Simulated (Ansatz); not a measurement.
SiGeC₂:
```
SiGeC2
1.0
    3.15602     0.00000     0.00000
    0.00000     3.15602     0.00000
    0.00000     0.00000     4.45312
Si C Ge
1 2 1
Cartesian
  0.00000   0.00000   0.00000
  1.57801   0.00000   1.05248
  0.00000   1.57801   3.40065
  1.57801   1.57801   2.22656
```

Relaxed with PBEsol.

Problem. Decompose the optical modes at the zone centre into irreducible representations, and say which are infrared and Raman allowed.

Solution. Point group -42m: Γ_opt = A1 + 2B2 + 3E. Infrared: B2, E. Raman: A1, B2, E.

Problem. Assign frequencies (DFPT, the program Ansatz at the PBEsol level (PAW); without the LO–TO term).

Solution. E 281, B2 481, E 688, B2 737, E 757, A1 779 cm⁻¹.

Subscripts of B labels follow the axes of the standard setting.

Space group P-4m2. The start of the workflow was typed in or built on a structure type; neither database checked (COD, Materials Project) lists it. Its standing as an ambient phase is unchecked. Symmetry was held in the PBEsol relaxation; its stability against distortions is not shown here.

Potentials: the earlier of the program's two PAW sets. The files were generated under PBE; for other functionals the program regenerates the frozen cores, and for LDA and PBEsol the local potential too.
